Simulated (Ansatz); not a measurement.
## A run on As$_{2}$Se that went wrong

The input below was meant for crystalline As$_{2}$Se, with PBEsol, plane waves and PAW in Ansatz.

```yaml
crystal:
  lattice:
    - [-3.529418, 3.529418, 2.653571]
    - [3.529418, -3.529418, 2.653571]
    - [3.529418, 3.529418, -2.653571]
  atoms:
    - { symbol: As, position: [0.875, 0.125, 0.75] }
    - { symbol: As, position: [0.25, 0.75, 0.5] }
    - { symbol: As, position: [0.875, 0.625, 0.75] }
    - { symbol: As, position: [0.875, 0.125, 0.25] }
    - { symbol: Se, position: [0.5, 0.5, 0.0] }
    - { symbol: Se, position: [0.375, 0.125, 0.25] }
basis:
  ecutwfc: 420
kpoints:
  mp_grid: { grid: [8, 8, 8] }
hamiltonian:
  xc: pbesol
scf:
  occupations: { method: gaussian, width: 0.1 }
  max_iter: 94
output:
  forces: true
  stress: true
  eigenvalues: true
```

Command:

```bash
ansatz run input.yaml --threads 1 --pin off --max-ram 2560MiB --backend cpu --events-out ev --progress --plain --runs-dir out
```

Output, shortened (HF is the Harris–Foulkes energy, dr2 the density residual in eV):

```text
Pseudopotential: As, paw, valence charge 15, recommended cutoff 420 eV (normal)
Pseudopotential: Se, paw, valence charge 16, recommended cutoff 420 eV (normal)
Crystal: 6 atoms, lattice volume = 132.220 Å³
Basis set: ecut = 420 eV, 2589 PW (Γ), exchange–correlation on 80×80×80 points (8 copies of the dense FFT grid, shifted against one another)
Bands: 56, of which v1, the nominal top of the filled ones, is band 46 counted from 1 (45 counted from 0)
Symmetry: 2 space group operations
Space group: Cm (ITA 8), of the structure as read, at distance tolerance 5.1e-5 Å
k-points: 150 of 512 (time reversal used)
PAW frozen core: As, regenerated for the run's functional, and the local potential with it (the file was generated under x = pbe(κ = 0.804, μ = 0.2195), c = pbe(β = 0.0667))
PAW frozen core: Se, regenerated for the run's functional, and the local potential with it (the file was generated under x = pbe(κ = 0.804, μ = 0.2195), c = pbe(β = 0.0667))
Initial density: superposition of atomic densities, corrected by the library's trained network
SCF iter   1: HF=-30099.469419 eV  Δρ=2.79e-3  dr2=1.52e-2
SCF iter   2: HF=-30099.464338 eV  Δρ=1.58e-3  dr2=4.27e-3
SCF iter   3: HF=-30099.463547 eV  Δρ=5.04e-4  dr2=4.38e-4
SCF iter   4: HF=-30099.463487 eV  Δρ=1.71e-4  dr2=5.79e-5
SCF iter   5: HF=-30099.463471 eV  Δρ=8.49e-5  dr2=1.22e-5
SCF iter   6: HF=-30099.463471 eV  Δρ=2.26e-5  dr2=7.38e-7
SCF iter   7: F=-30099.463471 eV  HF=-30099.463471 eV  Δρ=5.57e-6  dr2=5.70e-8
SCF 1 converged in 7 iterations: F = -30099.463471 eV  dr2 = 5.70e-8
SCF converged after 7 iterations
Free energy (F): -30099.463471 eV
E sigma→0 (E₀):  -30099.455786 eV
Entropy (-TS):   -0.015371 eV (-2.562 meV/atom)
Fermi energy:    9.861957 eV
--- Forces (eV/Å), atoms counted from 1 ---
  atom   1  As     0.00000000    -0.33798903    -0.42637048
  atom   2  As     0.00000000     0.11820428     0.00402217
  atom   3  As    -0.23418716    -0.00699654     0.41721326
  atom   4  As     0.23418716    -0.00699654     0.41721326
  atom   5  Se     0.00000000    -0.18655632     0.35062346
  atom   6  Se     0.00000000     0.42034706    -0.76264739
--- Stress (GPa, compression-positive) ---
       -3.426459       0.000000       0.000000
        0.000000      -2.835085       0.322999
        0.000000       0.323000      -3.699384
  P = ⅓ Tr σ = -3.3203 GPa (-33.203 kbar)
```

Problem. Which fault does the input hold?
A. Two atoms' positions swapped
B. A smearing that washes the moments out
C. A cutoff meant in rydberg typed as eV
D. A smearing wider than the gap allows
E. A functional's name that the program doesn't know

Solution. A. Two unlike atoms sit on each other's sites. The cure is the atoms on their own sites.

Mended input, as a difference (which also takes the iteration limit of the reference run):

```diff
 crystal:
   atoms:
-    - { symbol: As, position: [0.25, 0.75, 0.5] }
+    - { symbol: As, position: [0.375, 0.125, 0.25] }
-    - { symbol: Se, position: [0.375, 0.125, 0.25] }
+    - { symbol: Se, position: [0.25, 0.75, 0.5] }
 scf:
-  max_iter: 94
```

Result of the mended run: a pressure of -3.47 GPa, no gap. The faulty run's energy lay 116 meV per atom higher.

Time of the mended run: 42 s on 1 thread of Intel(R) Xeon(R) Processor @ 2.70GHz (shared host), peak memory 0.61 GiB.